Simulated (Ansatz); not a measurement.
Input file for Ansatz (a program for electronic structure):

Ansatz 0.2 input:
```yaml
crystal:
  lattice:
    - [0.0, 5.4113831459, 5.4113831459]
    - [5.4113831459, 0.0, 5.4113831459]
    - [5.4113831459, 5.4113831459, 0.0]
  atoms:
    - { symbol: K, position: [0.5, 0.5, 0.5] }
    - { symbol: Cs, position: [0.75, 0.75, 0.75] }
    - { symbol: Cs, position: [0.25, 0.25, 0.25] }
    - { symbol: Y, position: [0.0, 0.0, 0.0] }
    - { symbol: Cl, position: [0.76251265, 0.23748735, 0.23748735] }
    - { symbol: Cl, position: [0.23748735, 0.76251265, 0.76251265] }
    - { symbol: Cl, position: [0.23748735, 0.76251265, 0.23748735] }
    - { symbol: Cl, position: [0.76251265, 0.23748735, 0.76251265] }
    - { symbol: Cl, position: [0.23748735, 0.23748735, 0.76251265] }
    - { symbol: Cl, position: [0.76251265, 0.76251265, 0.23748735] }
kpoints:
  mp_grid: { grid: [5, 5, 5] }
hamiltonian:
  xc: lda
  pseudopotentials: { kind: paw }
scf:
  occupations: { method: fixed }
phonons:
  method: dfpt
  response_accuracy: low
  eigenvectors: true
  rigid_motions: translations
  dielectric: true
  raman: true
```

Output (shortened):

```
Pseudopotential: K, paw, valence charge 9
Pseudopotential: Cs, paw, valence charge 9
Pseudopotential: Y, paw, valence charge 11
Pseudopotential: Cl, paw, valence charge 7
Functional definition: SPW92
Crystal: 10 atoms, lattice volume = 316.924 Å³
Basis set: ecut = 420 eV, 6183 PW (Γ), exchange–correlation on 108×108×108 points (8 copies of the dense FFT grid, shifted against one another)
Bands: 50, of which v1, the nominal top of the filled ones, is band 40 counted from 1 (39 counted from 0)
Symmetry: 48 space group operations
k-points: 63 of 125 (irreducible under 1 space group operation, time reversal used)
SCF iter   1: F=—  HF=-22537.672746 eV  |F-HF|=—  |Δ(HF+E_count)|=         —  Δρ=5.93e-3  dr2=1.24e-1  ethr=1.77e-3  ⟨swp⟩=5.8  Hψ=10419  notcnv=0  defer=437
preconditioner: auto → Resta (q_TF=auto, 2.169 Å⁻¹)
SCF iter   2: F=—  HF=-22537.641990 eV  |F-HF|=—  |Δ(HF+E_count)|=   3.08e-2  Δρ=2.86e-3  dr2=1.90e-2  ethr=1.55e-4  ⟨swp⟩=2.8  Hψ=5316  notcnv=0  defer=483
SCF iter   3: F=—  HF=-22537.637193 eV  |F-HF|=—  |Δ(HF+E_count)|=   4.80e-3  Δρ=7.45e-4  dr2=1.50e-3  ethr=2.37e-5  ⟨swp⟩=2.7  Hψ=4887  notcnv=0  defer=486
SCF iter   4: F=—  HF=-22537.637005 eV  |F-HF|=—  |Δ(HF+E_count)|=   1.88e-4  Δρ=9.89e-5  dr2=3.63e-5  ethr=1.87e-6  ⟨swp⟩=2.0  Hψ=4074  notcnv=0  defer=476
SCF iter   5: F=—  HF=-22537.637028 eV  |F-HF|=—  |Δ(HF+E_count)|=   2.24e-5  Δρ=2.73e-5  dr2=3.12e-6  ethr=4.54e-8  ⟨swp⟩=2.0  Hψ=4654  notcnv=0  defer=450
SCF iter   6: F=—  HF=-22537.636927 eV  |F-HF|=—  |Δ(HF+E_count)|=   1.01e-4  Δρ=5.48e-6  dr2=2.10e-7  ethr=3.90e-9  ⟨swp⟩=2.0  Hψ=4694  notcnv=0  defer=397
SCF iter   7: F=—  HF=-22537.636927 eV  |F-HF|=—  |Δ(HF+E_count)|=   3.55e-8  Δρ=1.41e-6  dr2=1.20e-8  ethr=2.62e-10  ⟨swp⟩=2.0  Hψ=4580  notcnv=0  defer=397
SCF iter   8: F=—  HF=-22537.636927 eV  |F-HF|=—  |Δ(HF+E_count)|=  3.49e-10  Δρ=3.77e-7  dr2=4.07e-10  ethr=1.50e-11  ⟨swp⟩=2.0  Hψ=5161  notcnv=0  defer=397
SCF iter   9: F=-22537.636927 eV  HF=-22537.636927 eV  |F-HF|=7.28e-12  |Δ(HF+E_count)|=  4.73e-11  Δρ=6.11e-8  dr2=9.51e-12  ethr=1.00e-12  ⟨swp⟩=21.0  Hψ=24207  notcnv=0
SCF 1 converged in 9 iterations: F = -22537.636927 eV  dr2 = 9.51e-12
NSCF: frozen V_eff on 10 k-points
DFPT response loops at Γ: preconditioner auto → none (the input reference at scf.mixing.eps_inf says where Resta's filter doesn't serve); β = 0.50 …
── the response to a field inside a basis, on 6×6×6 k-points: an SCF that follows is theirs, and a resumed run solves both again ──
Crystal: 10 atoms, lattice volume = 316.924 Å³
Bands: 41, of which v1, the nominal top of the filled ones, is band 40 counted from 1 (39 counted from 0)
k-points: 28 of 216 (irreducible under 12 space group operations)
SCF iter   1: F=—  HF=-22537.379217 eV  |F-HF|=—  |Δ(HF+E_count)|=         —  Δρ=3.56e-4  dr2=1.79e-4  ethr=1.00e-1
preconditioner: auto → Resta (q_TF=auto, 2.169 Å⁻¹)
SCF iter   2: F=—  HF=-22537.379229 eV  |F-HF|=—  |Δ(HF+E_count)|=   1.17e-5  Δρ=1.97e-4  dr2=6.31e-5  ethr=2.24e-7
SCF iter   3: F=—  HF=-22537.379234 eV  |F-HF|=—  |Δ(HF+E_count)|=   4.91e-6  Δρ=1.35e-5  dr2=7.92e-7  ethr=7.89e-8
SCF iter   4: F=—  HF=-22537.379234 eV  |F-HF|=—  |Δ(HF+E_count)|=   1.86e-7  Δρ=5.18e-6  dr2=1.04e-7  ethr=9.90e-10
SCF iter   5: F=—  HF=-22537.379234 eV  |F-HF|=—  |Δ(HF+E_count)|=   5.63e-8  Δρ=7.91e-7  dr2=4.79e-9  ethr=1.30e-10
SCF iter   6: F=—  HF=-22537.379234 eV  |F-HF|=—  |Δ(HF+E_count)|=  6.55e-10  Δρ=2.38e-7  dr2=3.92e-10  ethr=5.99e-12
SCF iter   7: F=-22537.379234 eV  HF=-22537.379234 eV  |F-HF|=1.82e-11  |Δ(HF+E_count)|=  4.00e-11  Δρ=8.11e-8  dr2=3.30e-11  ethr=1.00e-12
SCF 1 converged in 7 iterations: F = -22537.379234 eV  dr2 = 3.30e-11
DFPT response loops at Γ: mixed as the last ones told, above
DFPT response loops at Γ: mixed as the last ones told, above
DFPT response loops at Γ: mixed as the last ones told, above
SCF converged after 9 iterations
Free energy (F): -22537.636927 eV
Harris-Foulkes:  -22537.636927 eV  (|F-HF|=7.28e-12)
Internal energy: -22537.636927 eV  (E = F + TS)
E sigma→0 (E₀):  -22537.636927 eV
Fermi energy:    1.947201 eV
--- Per-component energies (eV) ---
  E_band       = -491.100577
  E_kinetic    = 1816.122746
  E_local      = -3616.804909  (includes V_loc(G=0)·N_el)
  E_nonlocal   = 315.632628
  E_hartree    = 1232.691433
  E_xc         = -1289.256587
  E_vxc        = -1348.567960  (∫ρ·V_xc dr)
  E_paw        = -17024.587419  (= ΣΔE_a)
  E_vpaw       = -122.866591  (= ΣTr[D̂ρ^β])
  E_aug_tail   = 0.000590  (compensation charges beyond the density's cutoff)
  E_ewald      = -3973.706558
  E_core_change = 2.271149  (= ΣΔE_core)
  E_smearing   =  0.000000  (= −TS)
  E_closure    = 0.000000  (closes the sum)
  Σ components = -22537.636927   (vs F -22537.636927, Δ=0.00e0)
  [band-id]    e_kinetic+e_local+e_nonlocal+2·e_hartree+e_vxc+e_vpaw+e_augmentation_tail = -491.100630   (vs E_band -491.100577, Δ=-5.31e-5)
--- Band table (eV; the first three rows and the last of 63) ---
  k-point 0: bands = ["-37.9346", "-24.5194", "-18.1444", "-18.1444", "-18.1444", "-17.1101", "-17.0993", "-10.8577", "-10.5404", "-10.5404", "-10.5310", "-10.5310", "-10.5310", "-8.1969", "-8.1969", "-8.1969", "-3.9890", "-3.9890", "-3.9890", "-3.8748", …
  k-point 1: bands = ["-37.9346", "-24.5194", "-18.1446", "-18.1444", "-18.1444", "-17.1087", "-17.1002", "-10.8757", "-10.6223", "-10.6223", "-10.5110", "-10.4451", "-10.4451", "-8.2128", "-8.2031", "-8.2031", "-3.9689", "-3.9689", "-3.9423", "-3.8761", …
  k-point 2: bands = ["-37.9346", "-24.5194", "-18.1448", "-18.1444", "-18.1444", "-17.1057", "-17.1024", "-10.9017", "-10.6739", "-10.6739", "-10.4816", "-10.3868", "-10.3868", "-8.2388", "-8.2133", "-8.2133", "-3.9253", "-3.9253", "-3.8890", "-3.8890", …
  k-point 62: bands = ["-37.9346", "-24.5194", "-18.1448", "-18.1445", "-18.1444", "-17.1042", "-17.1035", "-10.8829", "-10.6744", "-10.6491", "-10.4999", "-10.4294", "-10.3873", "-8.2319", "-8.2130", "-8.2029", "-3.9007", "-3.8961", "-3.8948", "-3.8746", …
--- Phonons (Γ-DFPT): 5 representative perturbations + reference, on 63 of 125 k-points (Σ response iterations 15) ---
  ASR residual: 5.683e-4 → 0.000e0 eV/Å²; symmetrization residual: 1.311e-4 eV/Å²
  ASR residual per site (eV/Å²): 4.63e-5 5.23e-5 5.23e-5 2.59e-4 5.68e-4 5.68e-4 5.68e-4 5.68e-4 5.68e-4 5.68e-4
  Γ frequencies (cm⁻¹): -51.65 -51.65 -51.65 0.00 0.00 0.00 20.68 20.68 20.68 23.20 23.20 23.20 37.84 37.84 37.84 85.47 85.47 85.47 101.54 101.54 101.54 190.64 190.64 190.64 259.12 259.12 295.97 295.97 295.97 304.30
  ε∞ (high-frequency dielectric tensor):
        2.823927     0.000000     0.000000
        0.000000     2.823927     0.000000
        0.000000     0.000000     2.823927
  ε⁰ (static dielectric tensor): not given — an optical mode at Γ is not stable, and the ionic part, a sum over the modes at Γ, is formed only where all of …
  softest optical mode at Γ: -51.65 cm⁻¹; the repairs (sum rule, projections) moved no ω² at Γ by more than (5.88 cm⁻¹)²
  Born effective charges Z* (e; rows j = field, columns β = displacement):
    site 0:
         1.24241    0.00000    0.00000
         0.00000    1.24241    0.00000
         0.00000    0.00000    1.24241
    site 1:
         1.32995    0.00000    0.00000
         0.00000    1.32995    0.00000
         0.00000    0.00000    1.32995
    site 2:
         1.32995    0.00000    0.00000
         0.00000    1.32995    0.00000
         0.00000    0.00000    1.32995
    site 3:
         3.37886    0.00000    0.00000
         0.00000    3.37886    0.00000
         0.00000    0.00000    3.37886
    site 4:
        -1.88529    0.00000    0.00000
         0.00000   -0.87765    0.00000
         0.00000    0.00000   -0.87765
    site 5:
        -1.88529    0.00000    0.00000
         0.00000   -0.87765    0.00000
         0.00000    0.00000   -0.87765
    site 6:
        -0.87765    0.00000    0.00000
         0.00000   -1.88529    0.00000
         0.00000    0.00000   -0.87765
    site 7:
        -0.87765    0.00000    0.00000
         0.00000   -1.88529    0.00000
         0.00000    0.00000   -0.87765
    site 8:
        -0.87765    0.00000    0.00000
         0.00000   -0.87765    0.00000
         0.00000    0.00000   -1.88529
    site 9:
        -0.87765    0.00000    0.00000
         0.00000   -0.87765    0.00000
         0.00000    0.00000   -1.88529
  Z* charge neutrality: 3.168e-5 e pre-enforcement
  k-mesh period / interband length: 38.3 Å / 1.36 Å = 28.08 at k = (0.0000, 0.0000, 0.0000), direct gap 5.028 eV — 14 or more, which is no proof of convergence
  Raman tensors (in the event stream and the table raman_tensors.tsv) …
  optical modes at Γ without the LO–TO term, one row a degenerate level:
      ω (cm⁻¹)  modes    IR ((D/Å)²/amu)  static Raman (Å⁴/amu)  depolarisation
        -51.65      3             0.0000                 0.0000               —
         20.68      3             5.3626                 0.0000               —
         23.20      3             0.0000                 3.8268           0.750
         37.84      3             0.0000                 0.0000               —
         85.47      3             4.4240                 0.0000               —
        101.54      3             0.0000                17.6747           0.750
        190.64      3             0.0302                 0.0000               —
        259.12      2             0.0000                 0.3054           0.750
        295.97      3            23.5399                 0.0000               —
        304.30      1             0.0000                29.1313           0.000
  optical modes at Γ + LO–TO along q̂ = [1.0000, 0.0000, 0.0000]:
      ω (cm⁻¹)  modes    IR ((D/Å)²/amu)  static Raman (Å⁴/amu)  depolarisation
        -51.65      3             0.0000                 0.0000               —
         20.68      2             3.5751                 0.0000               —
         23.20      3             0.0000                 3.8268           0.750
         37.84      3             0.0000                 0.0000               —
         50.93      1             0.3926                 0.0000               —
         85.47      2             2.9494                 0.0000               —
        101.54      3             0.0000                17.6747           0.750
        106.77      1             1.6907                 0.0000               —
        190.64      2             0.0201                 0.0000               —
        190.69      1             0.0079                 0.0000               —
        259.12      2             0.0000                 0.3054           0.750
        295.97      2            15.6932                 0.0000               —
        304.30      1             0.0000                29.1313           0.000
        328.35      1             9.0276                 0.0000               —
  optical modes at Γ + LO–TO along q̂ = [0.0000, 1.0000, 0.0000]:
      ω (cm⁻¹)  modes    IR ((D/Å)²/amu)  static Raman (Å⁴/amu)  depolarisation
        -51.65      3             0.0000                 0.0000               —
         20.68      2             3.5751                 0.0000               —
         23.20      3             0.0000                 3.8268           0.750
         37.84      3             0.0000                 0.0000               —
         50.93      1             0.3926                 0.0000               —
         85.47      2             2.9494                 0.0000               —
        101.54      3             0.0000                17.6747           0.750
        106.77      1             1.6907                 0.0000               —
        190.64      2             0.0201                 0.0000               —
        190.69      1             0.0079                 0.0000               —
        259.12      2             0.0000                 0.3054           0.750
        295.97      2            15.6932                 0.0000               —
        304.30      1             0.0000                29.1313           0.000
        328.35      1             9.0276                 0.0000               —
  optical modes at Γ + LO–TO along q̂ = [0.0000, 0.0000, 1.0000]:
      ω (cm⁻¹)  modes    IR ((D/Å)²/amu)  static Raman (Å⁴/amu)  depolarisation
        -51.65      3             0.0000                 0.0000               —
         20.68      2             3.5751                 0.0000               —
         23.20      3             0.0000                 3.8268           0.750
         37.84      3             0.0000                 0.0000               —
         50.93      1             0.3926                 0.0000               —
         85.47      2             2.9494                 0.0000               —
        101.54      3             0.0000                17.6747           0.750
        106.77      1             1.6907                 0.0000               —
        190.64      2             0.0201                 0.0000               —
        190.69      1             0.0079                 0.0000               —
        259.12      2             0.0000                 0.3054           0.750
        295.97      2            15.6932                 0.0000               —
        304.30      1             0.0000                29.1313           0.000
        328.35      1             9.0276                 0.0000               —
```

Cost: about 60 core-minutes (a rough figure) on shared cores.

Space group Fm-3m. The first step of the workflow began from a Materials Project structure, measured or hypothetical; the Crystallography Open Database copy checked does not list it. Whether it is the stable phase at ambient conditions was not checked. The LDA relaxation kept the symmetry of its start. At this level the phase is dynamically unstable (imaginary phonons). No spin polarisation was allowed. Spin–orbit coupling is left out wherever it is not named.

Potentials: the later of the program's two PAW sets.

Ansatz is a plane-wave DFT program.
